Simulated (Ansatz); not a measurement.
Structure relaxation, Cr

The start is a relaxed Cr cell displaced along its unstable phonon at q = (½, 0, 0) of its primitive reciprocal cell (225i cm⁻¹), largest move 0.15 Å. The cell and all atomic positions are relaxed at zero pressure with PBE (plane waves to 420 eV, PAW, scalar-relativistic; Ansatz, a first-principles code). The first steps use a coarse 8×15×14 k-mesh.

Initial structure:
```
Cr
1.0
    2.40640    -4.55450     0.00000
    1.20320     2.27725     0.00000
    0.00000     0.00000     2.24779
Cr
2
Direct
  0.25000   0.50000   0.06673
  0.75000   0.50000   0.93327
```

Largest initial force: 1.12 eV/Å, on Cr1, Cr2 (atoms numbered as listed)
Energy released: 0.38 eV/atom
Volume change: -4.1 %, from 12.32 to 11.82 Å³/atom
Relative to the parent: It does not go back: it reaches I4/mmm (No. 139), 0.48 eV/atom below the parent
Shortest distances (start → end): The closest pairs of elements (up to four, under 3.6 Å), start → end: Cr–Cr 2.25 → 2.36 Å
Band gap at the end: no gap (metallic)
Optimiser moves: 10

Relaxed structure:

Space group I4/mmm (No. 139); a = b = 2.361 Å, c = 4.239 Å, α = β = γ = 90.00°

```
atom  site  symmetry       x       y       z
----  ----  --------  ------  ------  ------
Cr      2a     4/mmm  0.0000  0.0000  0.0000
```
(The calculation used a cell of 1 atom; values per cell refer to that cell.)

Final values are on a 27×27×27 k-mesh of the relaxed cell. No spin polarisation in the result. A magnetic state may lie lower.

The run could not lose the symmetry of its start, so the end can be a saddle point.

The relaxed structure here is a generated cell of Cr: the first start was made by placing the elements on the sites of a structure type, and the end was not matched to a known phase here, so it may be hypothetical. Known forms of Cr include space group No. 229.
